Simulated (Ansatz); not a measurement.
OsN3 (ReO3 type, Pm-3m) at seven volumes, DFT-PBEsol in the program Ansatz with PAW potentials, scaled uniformly. One row is withheld.

```
V (Å³/atom)  P (GPa)
-----------  -------
12.369         27.96
12.776         17.06
13.184          7.82
13.592          0.00
14.000             ?
14.408        -12.21
14.815        -16.93
```

**Question.** Fit the shown pressures and predict the withheld one.

**Answer.** Third-order Birch–Murnaghan: P = (3/2)B₀(x^(7/2) − x^(5/2))[1 + (3/4)(B′ − 4)(x − 1)] with x = (V₀/V)^(2/3). Least squares on the six rows gives V₀ = 13.592 Å³/atom, B₀ = 239.1 GPa, B′ = 4.55. At V = 14.000, x = 0.9805 and P = -6.61 GPa. The run itself gave -6.62 GPa.

The start of the workflow was typed in or built on a structure type; neither database checked (COD, Materials Project) lists it. Its standing as an ambient phase is unchecked. The PBEsol relaxation kept the symmetry of its start; whether a distortion lowers the energy is not shown. The workflow began spin-polarised and lost its moments. The cell computed holds one magnetic atom, so no antiferromagnetic order was within reach. Its formation energy is positive at this level, so the cell may be metastable or incomplete. Spin–orbit coupling is left out wherever it is not named.

Potentials: the later of the program's two PAW sets.
